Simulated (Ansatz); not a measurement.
The calculation used Ansatz 0.2.0, DFT, BLYP, plane waves (420 eV) with PAW, scalar-relativistic. (PAW data from PBE, frozen cores regenerated.)

An element in the fcc structure gives this curve. The cell is scaled uniformly from the relaxed one, with fractional coordinates and shape fixed. Energies are extrapolated to zero smearing, pressures are those at the given smearing. Magnetic state: spin not included.

| V (Å³/atom) | E − E₀ (meV/atom) | P (GPa) |
| --- | --- | --- |
| 5.342 | 80.0 | 39.36 |
| 5.585 | 32.9 | 23.51 |
| 5.828 | 7.5 | 10.54 |
| 6.071 | 0.0 | -0.05 |
| 6.314 | 6.9 | -8.69 |
| 6.557 | 25.6 | -15.72 |
| 6.799 | 54.0 | -21.44 |

(1) Which element is it?
A. boron
B. carbon
C. copper
D. cobalt

Results:

(1) A. Its fit is V₀ = 6.07 Å³/atom, B₀ = 238 GPa, B₀′ = 4.1.
